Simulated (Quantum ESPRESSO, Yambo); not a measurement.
KF (rock salt, space group Fm-3m, No. 225): static response along x against the Γ-centred k mesh (Yambo on LDA (pw.x of Quantum ESPRESSO, ONCV potentials, no spin-orbit coupling) bands; 27 bands, 4 Ry block). The smallest direct LDA gap is 6.40 eV.

```json
[
 {"k mesh": "6×6×6", "ε(0), independent particles": "2.23", "ε(0), RPA with local fields": "2.02", "rough Yambo cost": "about 1/5"},
 {"k mesh": "8×8×8", "ε(0), independent particles": "2.23", "ε(0), RPA with local fields": "2.02", "rough Yambo cost": "about 1/4"},
 {"k mesh": "12×12×12", "ε(0), independent particles": "2.23", "ε(0), RPA with local fields": "2.02", "rough Yambo cost": "within a factor of two"},
 {"k mesh": "16×16×16", "ε(0), independent particles": "2.23", "ε(0), RPA with local fields": "2.02", "rough Yambo cost": "1"}
]
```

The last step changes the RPA value by 0.0 %. Electronic response only; costs are rough.

Geometry relaxed with LDA; primitive cell a = b = c = 3.6474 Å, α = β = γ = 60.00°.
